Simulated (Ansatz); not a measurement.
## LiFeAsHO5: 57Fe Mössbauer parameters

Cell: a diffraction structure from the COD, its atoms then relaxed with PBE in this cell.

```yaml
crystal:
  lattice:
    - [5.26520, 0.00000, 0.00000]
    - [-0.77840, 5.42858, 0.00000]
    - [-1.95311, -2.91631, 6.50691]
  atoms:
    - { symbol: Li, position: [0.56390, 0.44671, 0.81682] }
    - { symbol: Li, position: [0.43610, 0.55329, 0.18318] }
    - { symbol: Fe, position: [0.50000, 0.00000, 0.00000] }
    - { symbol: Fe, position: [0.00000, 0.50000, 0.50000] }
    - { symbol: H, position: [0.49162, 0.73166, 0.64405] }
    - { symbol: H, position: [0.50838, 0.26834, 0.35595] }
    - { symbol: As, position: [0.94994, 0.13670, 0.76679] }
    - { symbol: As, position: [0.05006, 0.86330, 0.23321] }
    - { symbol: O, position: [0.29551, 0.24094, 0.88630] }
    - { symbol: O, position: [0.70449, 0.75906, 0.11370] }
    - { symbol: O, position: [0.83546, 0.35761, 0.67032] }
    - { symbol: O, position: [0.16454, 0.64239, 0.32968] }
    - { symbol: O, position: [0.80520, 0.17318, 0.95272] }
    - { symbol: O, position: [0.19480, 0.82682, 0.04728] }
    - { symbol: O, position: [0.37616, 0.68943, 0.72021] }
    - { symbol: O, position: [0.62384, 0.31057, 0.27979] }
    - { symbol: O, position: [0.82948, 0.81556, 0.58160] }
    - { symbol: O, position: [0.17052, 0.18444, 0.41840] }
```

Atom numbers follow the list; atoms alike are taken as one site, whose name carries the number of the first.

Level of theory: DFT, PBE+U (U = 5.0 eV on Fe d), plane waves and PAW, scalar-relativistic, collinear spin, 420 eV cutoff, Γ-centred 4×4×3 k-points, Fermi–Dirac smearing 0.02 eV (Ansatz 0.2.0). Start moments as typed (μB): 0 0 5 -5 0 0 0 0 0 0 0 0 0 0 0 0 0 0 by atom. The program fits them to the shells of the files, so those used differ somewhat.

Isomer shifts (against α-Fe) follow from the electron density at the nucleus, δ = α(ρ − ρ₀), with α = -0.366 mm s⁻¹ a₀³ and ρ₀ = 14904.00 a₀⁻³ from a line fitted to 10 measured compounds at this level of theory (rms miss 0.11 mm/s). ΔE_Q = ½eQV_zz(1 + η²/3)^½ with Q = 0.160 b for the 14.4 keV state. B_c is the Fermi-contact field along the atom's own moment; orbital and dipolar fields are not included.

**Question.** Where do the absorption lines lie when the magnetic splitting is averaged out (above the ordering temperature, with the gradients of this state)?

**Answer.** Fe3 (1 atom a cell): δ = 0.33, |ΔE_Q| = 0.89 mm/s, a doublet at -0.11 and 0.78 mm/s; Fe4 (1 atom a cell): δ = 0.36, |ΔE_Q| = 0.49 mm/s, a doublet at 0.12 and 0.61 mm/s. Sites whose lines lie closer than the usual line width (about 0.25 mm/s) merge into common lines in a spectrum.

**Question.** And the six lines of Fe4 from the contact field alone, leaving the quadrupole term aside?

**Answer.** With |B_c| = 33.8 T and nuclear moments 0.090604 and -0.15532 μN the lines lie at -5.09, -2.79, -0.50, 1.22, 3.52, 5.82 mm/s, in the ratio 3:2:1:1:2:3 for a powder. High-spin Fe(III) in oxides shows about 50 T, so a measured sextet would be far wider.

At this cell the principal stresses reach 5 GPa in size with PBE+U, which can matter for small gradients. The largest force is 0.5 eV/Å, so the atoms aren't at the calculated equilibrium and relaxing them would move these values. With these PAW files V_zz is typically within 2 to 3 % of all-electron values, but misses above 10 % occur on Fe. The entry's hydrogen positions were far off; the other atoms hardly move on relaxation. The magnetic order is the one that the run reached from its start moments, not necessarily the measured one. Semilocal functionals underestimate the core's spin polarisation, so contact fields of ionic iron come out too small in magnitude.
